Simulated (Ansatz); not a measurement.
CoGe:
```xyz
2
Lattice="2.9297 0.0000 0.0000 0.0000 2.9297 0.0000 0.0000 0.0000 2.9297" Properties=species:S:1:pos:R:3 pbc="T T T"
Co     0.0000     0.0000     0.0000
Ge     1.4649     1.4649     1.4649
```
Starting moments (μB, in the order of the atoms Co Ge): 0.8 0.0.

Relaxed with PBE. Special points in fractions of this cell's reciprocal vectors: Γ (0.000, 0.000, 0.000); X (0.000, 0.500, 0.000); M (0.500, 0.500, 0.000); R (0.500, 0.500, 0.500).

Question: List the band energies nearest the Fermi level at these points for DFT-PBE in the program Ansatz with PAW potentials.

Answer: In eV from the Fermi level; about four levels below and three above (degenerate sets whole), none deeper than 8.9 eV; points with the same levels are listed once.

```csv
k,below,above
Γ ↑,-3.53 -3.53 -1.51 -1.51 -1.51,2.63 2.63 2.63
X ↑,-2.59 -2.59 -1.47 -1.10,7.17 7.17 9.14
M ↑,-3.52 -2.03 -2.03 -1.35,0.21 1.63 7.44
R ↑,-5.23 -5.23 -5.23 -4.00 -1.32 -1.32,2.33 2.33 2.33
Γ ↓,-2.54 -2.54 -0.94 -0.94 -0.94,2.64 2.64 2.64
X ↓,-2.12 -2.12 -2.11 -0.89,0.19 7.30 7.30
M ↓,-4.80 -4.80 -2.76 -1.50 -1.50,0.01 0.73 2.26
R ↓,-5.03 -5.03 -5.03 -3.99,0.04 0.04 2.33 2.33 2.33
```

Space group Pm-3m (CsCl type). A made-up cell: these elements were put on the sites of a structure type; neither database checked (COD, Materials Project) lists it. Its standing as an ambient phase is unchecked. Symmetry was held in the PBE relaxation; its stability against distortions is not shown here. Magnetic state: ferromagnetic, chosen from 4 collinear starts compared on coarse meshes (ties went to the first, and starts can fall back to one state), not a proven ground state. Spin–orbit coupling is left out wherever it is not named.

Potentials: the later of the program's two PAW sets.
